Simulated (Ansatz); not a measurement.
## Phonons of Te₂Mo (P6_3/mmc)

```xyz
6
Lattice="3.4730 0.0000 0.0000 -1.7365 3.0077 0.0000 0.0000 0.0000 13.7755" Properties=species:S:1:pos:R:3 pbc="T T T"
Te    0.0000    2.0051    8.5356
Te    1.7365    1.0026    1.6478
Te    0.0000    2.0051   12.1276
Te    1.7365    1.0026    5.2399
Mo    0.0000    2.0051    3.4439
Mo    1.7365    1.0026   10.3316
```

Computed, not measured; unless marked otherwise by LDA, all-electron LAPW in Ansatz 0.2.0, scalar-relativistic. k mesh 6×6×2, fixed occupations, basis error target 1 meV/atom. The cell was relaxed by PAW under this functional.

Atoms are displaced by 0.01 Å in the primitive cell, which gives the zone-centre modes alone. Negative values stand for unstable modes. The zone centre has no LO-TO term.

Problem. Is the structure dynamically stable at these wave vectors?

Solution. Yes, no mode is unstable there; wave vectors off this mesh aren't tested.

Problem. How do the optical zone-centre modes decompose, and which are active?

Solution. Point group 6/mmm: Γ_opt = 2E2g + 2B1g + E2u + E1g + B2u + A1g + E1u + A2u.

```
label   cm⁻¹  activity      mostly
  E2g   28.4     Raman   Te (73 %)
  B1g   38.1    silent   Te (73 %)
  E2u  119.2    silent  Te (100 %)
  E1g  121.5     Raman  Te (100 %)
  B2u  174.8    silent  Te (100 %)
  A1g  178.3     Raman  Te (100 %)
  E1u  239.6        IR   Mo (73 %)
  E2g  239.7     Raman   Mo (73 %)
  A2u  290.1        IR   Mo (73 %)
  B1g  296.3    silent   Mo (73 %)
```

Problem. How well do frozen-core PAW files reproduce these all-electron values?

Solution. With a cutoff of 420 eV and displacements of 0.0025 Å, the r.m.s. difference over the modes is 0.1 cm⁻¹; the largest difference is 289.9 (PAW) against 290.1 cm⁻¹ (LAPW).

Problem. The cell is scaled evenly to 141.737 and 146.054 Å³ (from 143.895), with free atoms relaxed and the shape held, so these aren't the values under hydrostatic pressure. What are the mode Grüneisen parameters γ = −d ln ω/d ln V?

Solution. For the highest mode, 297.4 cm⁻¹ in the small cell and 295.0 in the large one give γ ≈ 0.27. From the change of the dynamical matrix on each mode:

```csv
point,cm⁻¹,γ
Gamma,28.4,4.23
Gamma,38.1,5.81
Gamma,119.2,0.21
Gamma,121.5,0.38
Gamma,174.8,0.16
Gamma,178.3,0.43
Gamma,239.6,0.26
Gamma,239.7,0.26
Gamma,290.1,0.21
Gamma,296.3,0.27
```

Problem. Linear response on PAW files adds the field. What are the dielectric tensor, the Born charges and the LO shift?

Solution. ε∞ = (20.10, 20.10, 11.88) along x, y, z with local fields. Born charges (xx, yy, zz): Te1 (1.64, 1.64, 0.94); Te2 (1.64, 1.64, 0.94); Te3 (1.64, 1.64, 0.94); Te4 (1.64, 1.64, 0.94); Mo5 (-3.28, -3.28, -1.87); Mo6 (-3.28, -3.28, -1.87). For q along x the macroscopic field gives longitudinal modes at 250.2 (from 239.5) cm⁻¹. For q along z the macroscopic field gives longitudinal modes at 294.8 (from 289.9) cm⁻¹. Without the field the optical modes lie at 28.4 (E2g), 38.0 (B1g), 119.1 (E2u), 121.4 (E1g), 174.7 (B2u), 178.2 (A1g), 239.5 (E1u), 239.6 (E2g), 289.9 (A2u), 296.1 (B1g) cm⁻¹. With the ions free to follow the field, the program's ε₀ is (21.93, 21.93, 12.29).

Known limits: no dispersion correction, so the spacing and stiffness between layers or molecules are poor; zone-boundary modes aren't tested; the frozen-core PAW files of the compared runs were fitted under PBE, their cores solved anew for this functional; field response not resolved by the mesh; semilocal gaps are low, and ε∞ tends to come out large.
